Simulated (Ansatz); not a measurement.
This run works on a generated trial structure, not on a known crystal.

Input and command of a plane-wave DFT calculation in Ansatz:

```yaml
crystal:
  lattice:
    - [-3.36705247, 3.36705247, 5.01231051]
    - [3.36705247, -3.36705247, 5.01231051]
    - [3.36705247, 3.36705247, -5.01231051]
  atoms:
    - { symbol: Be, position: [0.5, 0.5, 0.0] }
    - { symbol: Cd, position: [0.67127209, 0.67127209, 0.0] }
    - { symbol: Cd, position: [0.32872791, 0.32872791, 0.0] }
    - { symbol: Cd, position: [0.0, 0.0, 0.0] }
    - { symbol: Te, position: [0.0, 0.33869452, 0.33869452] }
    - { symbol: Te, position: [0.0, 0.66130548, 0.66130548] }
    - { symbol: Te, position: [0.33869452, 0.0, 0.33869452] }
    - { symbol: Te, position: [0.66130548, 0.0, 0.66130548] }
basis:
  ecutwfc: 420
kpoints:
  mp_grid: { grid: [4, 4, 4] }
hamiltonian:
  xc: pbe
scf:
  occupations: { method: gaussian, width: 0.2 }
  lower_state_search: "off"
output:
  forces: true
  stress: true
  eigenvalues: true
relax:
  adjacent_minimum: "off"
  f_tol: 0.08
  max_steps: 16
  cell: { stress_tol: 0.8 }
```

```bash
ansatz run input.yaml --threads 1 --pin off --max-ram 2560MiB --backend cpu --events-out ev --progress --plain --runs-dir out
```

Processor: Intel(R) Xeon(R) Platinum 8259CL CPU @ 2.50GHz (Skylake/Cascade Lake), 1 thread, on a host shared with other jobs.

Problem. Estimate time, memory and problem size.

Solution. About 4.1 min, peak memory 0.78 GiB. It solves 76 bands at 13 k points (after reduction by symmetry) with about 7145 plane waves (on the last cell), in 70 SCF iterations over 11 ionic steps.
